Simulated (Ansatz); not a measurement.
ZrGe₂ (fluorite, Fm-3m) at seven volumes, plane-wave PAW PBE (Ansatz code), scaled uniformly. One row is withheld.

```csv
V (Å³/atom),P (GPa)
20.632,8.50
21.312,5.22
21.992,2.43
22.672,0.00
23.353,-2.12
24.033,?
24.713,-5.50
```

Q: Fit the shown pressures and predict the withheld one.

A: P = (3/2)B₀(x^(7/2) − x^(5/2))[1 + (3/4)(B′ − 4)(x − 1)] with x = (V₀/V)^(2/3). Least squares on the six rows gives V₀ = 22.670 Å³/atom, B₀ = 75.3 GPa, B′ = 3.85. At V = 24.033, x = 0.9618 and P = -3.93 GPa. The run itself gave -3.94 GPa.

A made-up cell: these elements were put on the sites of a structure type; neither database checked (COD, Materials Project) lists it. COD files the formula under space group No. 63, so this cell is another polymorph or a model. Whether it is the stable phase at ambient conditions was not checked. The PBE relaxation kept the symmetry of its start; whether a distortion lowers the energy is not shown. No spin polarisation was allowed.

Potentials: the later of the program's two PAW sets.
